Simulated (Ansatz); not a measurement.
Starting structure of a cell relaxation (symmetry kept):

```cif
data_structure
_symmetry_space_group_name_H-M 'P 1'
_symmetry_Int_Tables_number 1
_cell_length_a 5.3572
_cell_length_b 5.3572
_cell_length_c 5.3572
_cell_angle_alpha 109.471
_cell_angle_beta 109.471
_cell_angle_gamma 109.471
_cell_volume 118.36
loop_
_atom_site_label
_atom_site_type_symbol
_atom_site_fract_x
_atom_site_fract_y
_atom_site_fract_z
_atom_site_occupancy
Hg1 Hg 0.50000 0.50000 0.50000 1
Hg2 Hg 0.50000 0.00000 0.00000 1
Hg3 Hg 0.00000 0.00000 0.50000 1
Hg4 Hg 0.00000 0.50000 0.00000 1
Pt1 Pt 0.00000 0.00000 0.00000 1
```

These are results of DFT r2SCAN, scalar-relativistic, plane waves, PAW (Ansatz 0.2.0), not measurements.

Cutoff 500 eV; k points 8×8×8 on the computed 5-atom cell (Γ-centred); Gaussian smearing, width 0.10 eV; no spin polarisation.

Q: What does it relax to?

A: The volume goes up by 1.15 Å³/atom to 24.82 Å³/atom, and the energy falls by 14.0 meV/atom. Final structure:
```cif
data_structure
_symmetry_space_group_name_H-M 'Im-3m'
_symmetry_Int_Tables_number 229
_cell_length_a 6.2847
_cell_length_b 6.2847
_cell_length_c 6.2847
_cell_angle_alpha 90.000
_cell_angle_beta 90.000
_cell_angle_gamma 90.000
_cell_volume 248.23
loop_
_atom_site_label
_atom_site_type_symbol
_atom_site_symmetry_multiplicity
_atom_site_Wyckoff_symbol
_atom_site_fract_x
_atom_site_fract_y
_atom_site_fract_z
_atom_site_occupancy
Hg1 Hg 8 c 0.25000 0.25000 0.25000 1
Pt1 Pt 2 a 0.00000 0.00000 0.00000 1
```

Spin–orbit coupling is left out, which can shift energies with elements as heavy as these.